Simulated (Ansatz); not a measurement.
Clean, relaxed (100) surface of W, space group Im-3m (No. 229) (top face towards +c; atoms held fixed, by place in the list: 1, 2, 3, 4, 5, 6, 7, 8):

```yaml
crystal:
  lattice:
    - [6.31875, 0.00000, 0.00000]
    - [0.00000, 6.31875, 0.00000]
    - [0.00000, 0.00000, 23.31875]
  atoms:
    - { symbol: W, position: [0.25000, 0.75000, 0.36451] }
    - { symbol: W, position: [0.25000, 0.25000, 0.36451] }
    - { symbol: W, position: [0.75000, 0.75000, 0.36451] }
    - { symbol: W, position: [0.75000, 0.25000, 0.36451] }
    - { symbol: W, position: [0.50000, 0.50000, 0.43226] }
    - { symbol: W, position: [0.50000, 0.00000, 0.43226] }
    - { symbol: W, position: [0.00000, 0.50000, 0.43226] }
    - { symbol: W, position: [0.00000, 0.00000, 0.43226] }
    - { symbol: W, position: [0.75000, 0.25000, 0.49914] }
    - { symbol: W, position: [0.75000, 0.75000, 0.49914] }
    - { symbol: W, position: [0.25000, 0.25000, 0.49914] }
    - { symbol: W, position: [0.25000, 0.75000, 0.49914] }
    - { symbol: W, position: [0.00000, 0.00000, 0.56918] }
    - { symbol: W, position: [0.00000, 0.50000, 0.56918] }
    - { symbol: W, position: [0.50000, 0.00000, 0.56918] }
    - { symbol: W, position: [0.50000, 0.50000, 0.56918] }
    - { symbol: W, position: [0.25000, 0.75000, 0.62972] }
    - { symbol: W, position: [0.25000, 0.25000, 0.62972] }
    - { symbol: W, position: [0.75000, 0.75000, 0.62972] }
    - { symbol: W, position: [0.75000, 0.25000, 0.62972] }
```

Method: Ansatz 0.2.0, DFT PBE+D3(BJ), scalar-relativistic, plane waves, PAW. Cutoff 420 eV; k points 5×5×1 on the computed 20-atom cell (Γ-centred); Gaussian smearing, width 0.10 eV; no spin polarisation. The cell repeats along c with a dipole correction in the vacuum.

CH is adsorbed on the top face, one adsorbate per 39.9 Å², and relaxed from 2 starting sites (fractions of a and b). E_ads counts from the clean slab and the free adsorbate (spin-polarised where it has unpaired electrons); negative means bound. Heights count from the highest slab atom after relaxation. Δφ is the top face's. Δp counts per cell along +c. Bonded neighbours lie within 1.25 times the sum of covalent radii (1.35 for H) and, on that scale, within 12 % of the closest. With the adsorbate the cell is lengthened along c to keep the vacuum.

```
                       start ends at E_ads (eV) height (Å) shortest contact  Δφ (eV)  Δp (e·Å) whole?
     top (W) at (0.75, 0.25) (0.75, 0.25), 1 bonded neighbour (W)       -6.28        1.84        C–W 1.84 Å     0.00    -0.003     yes
bridge (W-W) at (0.75, 0.00) (0.75, 0.00), 2 bonded neighbours (W)       -7.20        1.42        C–W 2.01 Å    -0.10    +0.023     yes
```

Among the sites tried, the lowest end comes from the bridge (W-W) at (0.75, 0.00) start; other sites may lie lower.

Each end is the local minimum or symmetric point that its start leads to. The slab is only 6.3 Å thick, so the energies aren't converged with thickness.

The adsorbed runs have no spin polarisation, so weakly bound open-shell ends lie too high.